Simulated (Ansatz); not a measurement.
A relaxed structure of WC is spoiled in several ways and relaxed again each time (noise and exchanges are one random draw each; pressure is positive under compression). Method: r2SCAN (plane waves to 500 eV, PAW, scalar-relativistic; Ansatz, a quantum-chemistry and plane-wave program).

Space group P-6m2 (No. 187); a = b = 2.9126 Å, c = 2.8367 Å, α = β = 90.00°, γ = 120.00°

| atom | site | symmetry | x | y | z |
|---|---|---|---|---|---|
| W | 1a | -6m2 | 0.0000 | 0.0000 | 0.0000 |
| C | 1f | -6m2 | 0.6667 | 0.3333 | 0.5000 |

Q: One start gave a first pressure of +5 GPa, a largest first force of 1.4 eV/Å and released 0.69 eV/atom. Which change was it?
A. deformed by the Cartesian strain tensor (xx, yy, zz, yz, xz, xy) = (0.077, 0.063, -0.062, -0.006, -0.121, -0.004)
B. with every coordinate shifted by Gaussian noise of σ = 0.45 Å

A: A, deformed by the Cartesian strain tensor (xx, yy, zz, yz, xz, xy) = (0.077, 0.063, -0.062, -0.006, -0.121, -0.004). All starts:

| change | first pressure (GPa) | largest first force (eV/Å) | released (eV/atom) | moves | outcome | final group | E − E(parent) (eV/atom) |
|---|---|---|---|---|---|---|---|
| with every coordinate shifted by Gaussian noise of σ = 0.45 Å | 63 | 9.8 | 1.31 | 7 | returns to the parent | P-6m2 | 0.00 |
| deformed by the Cartesian strain tensor (xx, yy, zz, yz, xz, xy) = (0.077, 0.063, -0.062, -0.006, -0.121, -0.004) | 5 | 1.4 | 0.69 | 11 | returns to the parent | P-6m2 | 0.00 |

First-step values come from each run's starting, coarser k-mesh (9×9×8, 9×9×9). Each cell has its own k-point mesh; energy differences are given only to the digits this allows. No spin polarisation in the result.
